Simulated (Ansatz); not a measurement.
This Ti3AlN4 structure is the end of a relaxation. The cell was found from a structure generator's guess, not taken from experiment.

These are results of Ansatz 0.2.0, DFT PBE, scalar-relativistic, plane waves, PAW, not measurements. Cutoff 420 eV, Γ-centred mesh, Gaussian smearing, no spin polarisation.

```yaml
crystal:
  lattice:
    - [2.97366, 0.00000, 0.00000]
    - [0.00000, 2.97366, 0.00000]
    - [0.00000, 0.00000, 8.46312]
  atoms:
    - { symbol: Ti, position: [0.00000, 0.00000, 0.00000] }
    - { symbol: Ti, position: [0.50000, 0.50000, 0.24271] }
    - { symbol: Ti, position: [0.50000, 0.50000, 0.75729] }
    - { symbol: Al, position: [0.00000, 0.00000, 0.50000] }
    - { symbol: N, position: [0.00000, 0.00000, 0.25962] }
    - { symbol: N, position: [0.50000, 0.50000, 0.50000] }
    - { symbol: N, position: [0.00000, 0.00000, 0.74038] }
    - { symbol: N, position: [0.50000, 0.50000, 0.00000] }
```

Energies over the elements count from the elements' standard structures at the same level (N₂ as a molecule), with no fitted energy shifts.

Problem. What space group does it have?

Solution. P4/mmm (No. 123), with Ti and Al ordered on rock salt sites. Conventional cell: a = 2.974 Å, c = 8.463 Å. Around Ti on a site of symmetry 4/mmm lie 6 N at 2.10–2.20 Å and 12 Ti at 2.94–2.97 Å; Ti on a site of symmetry 4mm has 6 N at 2.05–2.18 Å, 8 Ti at 2.94–2.97 Å and 4 Al at 3.03 Å; Al has 6 N at 2.03–2.10 Å, 4 Al at 2.97 Å and 8 Ti at 3.03 Å; N on a site of symmetry 4mm is surrounded by 1 Al at 2.03 Å and 5 Ti at 2.11–2.20 Å; 2 more sites not described.

Problem. What is its formation energy per atom?

Solution. −1.54 eV/atom. Whether it is stable depends on the other phases of the system, which aren't compared here.

Problem. Is it a metal?

Solution. Yes, bands cross the Fermi level on the 12×12×6 mesh.

The last run used a 12×12×6 mesh (in the run's order of axes) for its 8-atom cell and Gaussian smearing of 0.10 eV. A later test with randomly moved atoms came back to the same energy, though modes that don't fit the test's cell weren't probed.
